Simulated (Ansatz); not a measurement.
Single point in Ansatz 0.2.0 with r2SCAN, no spin polarisation. Cutoff 500 eV, PAW datasets, 5×5×9 Γ-centred k mesh, fermi-dirac filling (width 0.0273 eV).

Computed maps in the lattice plane spanned by b (left to right, 7.72 Å, 23 points from zero) and c (bottom to top, 3.84 Å, 12 points from zero), 90° apart, at height 0.000 along a. The fields are smooth PAW ones with compensation charges, not the true ones near nuclei.

Valence density. Digits on a logarithmic scale: 0 up to 0.03 e/Å³, each further digit a factor of 1.6, 9 from 1.3 e/Å³ up:
```
44479999743333333444444
55558998533333444444445
66555665433346664444556
99754443333479996444579
99964433333599999545699
99964433334699999645699
99964433333599999545699
99754443333479996444579
66555665433346664444556
55558998533333444444445
44479999743333333444444
44479999843333333444444
```

Task: The cell is Sc₆CoTe₂. Which atoms lie within 0.2 Å of this plane, and where (fractions of b and c)?

Result: Sc at (0.24, 0.00), Sc at (0.61, 0.50), Co at (0.00, 0.50). The whole cell:
```
CELL_PARAMETERS angstrom
3.85799 6.68223 0.00000
-3.85799 6.68223 0.00000
0.00000 0.00000 3.83690
ATOMIC_POSITIONS crystal
Sc 0.24200 0.75800 0.00000
Sc 0.75800 0.00000 0.00000
Sc 0.00000 0.24200 0.00000
Sc 0.60680 0.39320 0.50000
Sc 0.39320 0.00000 0.50000
Sc 0.00000 0.60680 0.50000
Co 0.00000 0.00000 0.50000
Te 0.33330 0.33340 0.00000
Te 0.66670 0.66660 0.00000
```

Origin: a known structure type with other elements, at an estimated volume, so it need not be a known compound. Caveats: no spin polarisation, so a magnetic state may lie lower.
